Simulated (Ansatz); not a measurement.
## TaSi$_{2}$: from a starting cell to a relaxed one

The start is a relaxed TaSi2 cell, doubled along one cell vector, shaken by Gaussian noise of σ = 0.08 Å a coordinate. The structure is fully relaxed (lattice and positions, P = 0) with PBE (plane waves to 420 eV, PAW, scalar-relativistic; Ansatz, a quantum-chemistry and plane-wave program). The first steps use a coarse 8×8×5 k-mesh.

Input geometry:
```
TaSi2
1.0
   -1.64160     1.64160     4.10670
    1.64160    -1.64160     4.10670
    3.28319     3.28319    -8.21340
Ta Si
2 4
Cartesian
  0.02568   0.02628   0.02974
  1.70183   1.50769  -4.12655
 -0.02061   0.02305   2.86527
  1.78861   1.65454  -1.43525
 -0.01957  -0.19400   5.50966
  1.68680   1.66670   1.42505
```

**Question.** What pressure does the first self-consistent step give?

**Answer.** +2 GPa (positive: the cell is compressed).

**Question.** What is the largest force in the starting geometry, and on which atom (counted from 1)?

**Answer.** About 1.7 eV/Å, on Si5 (atoms numbered as listed).

**Question.** How much energy is released per atom?

**Answer.** 0.08 eV/atom.

**Question.** Does it find its way back to the structure it was made from?

**Answer.** The parent structure is recovered, I4/mmm (No. 139).

**Question.** How do the shortest distances between atoms change?

**Answer.** The closest pairs of elements (up to four, under 3.6 Å), start → end: Si–Si 2.42 → 2.68 Å; Si–Ta 2.58 → 2.70 Å; Ta–Ta 3.12 → 3.28 Å.

**Question.** Is the relaxed structure metallic? Give its gap.

**Answer.** No gap (metallic).

Final values are on a 20×20×20 k-mesh of the relaxed cell. No spin polarisation in the result. The relaxed primitive cell holds an odd number of electrons. A magnetic state may lie lower.

The relaxed structure here is a generated cell of TaSi2: the first start was made by placing the elements on the sites of a structure type, and the end was not matched to a known phase here, so it may be hypothetical. Known forms of TaSi2 include space group No. 181.
